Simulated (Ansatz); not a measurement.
AlSiCN:
```xyz
4
Lattice="1.5572 0.8991 5.0739 -1.5572 0.8991 5.0739 0.0000 -1.7981 5.0739" Properties=species:S:1:pos:R:3 pbc="T T T"
Al     0.0000     0.0000    15.1471
N      0.0000     0.0000     1.9359
Si     0.0000     0.0000     7.7123
C      0.0000     0.0000     9.4542
```

Relaxed with PBEsol. Special points in fractions of this cell's reciprocal vectors: Γ (0.000, 0.000, 0.000); T (0.500, 0.500, 0.500); H2 (0.812, 0.188, 0.500); H0 (0.500, -0.188, 0.188); L (0.500, 0.000, 0.000); S0 (0.344, -0.344, 0.000); S2 (0.656, 0.000, 0.344); F (0.500, 0.000, 0.500).

Problem. List the band energies nearest the Fermi level at these points for PBEsol (plane waves, PAW; program Ansatz).

Solution. In eV from the Fermi level; about four levels below and three above (degenerate sets whole), none deeper than 8.9 eV; points with the same levels are listed once.

| k | below | above |
|---|---|---|
| Γ | -8.86 -4.36 -4.36 -2.05 | 0.01 0.01 0.44 |
| T | -4.35 -4.35 -0.11 -0.11 | 1.41 6.00 6.00 |
| H2 | -6.18 -4.19 -3.35 -3.11 | 2.89 3.40 5.53 |
| L | -5.59 -5.46 -4.29 -1.35 | 1.41 3.67 6.39 |
| S0 | -6.23 -4.15 -3.61 -3.05 | 2.75 3.87 5.62 |
| F | -3.89 -2.46 -1.02 -0.08 | 3.18 5.59 6.74 |

Space group R3m. The start of the workflow was typed in or built on a structure type; neither database checked (COD, Materials Project) lists it. Whether it is the stable phase at ambient conditions was not checked. The cell was relaxed with PBEsol under the symmetry of its start; whether a distortion lowers the energy is not shown. A small band overlap can be real or an error of a semilocal functional.

Potentials: the earlier of the program's two PAW sets. The files were generated under PBE; for other functionals the program regenerates the frozen cores, and for LDA and PBEsol the local potential too.
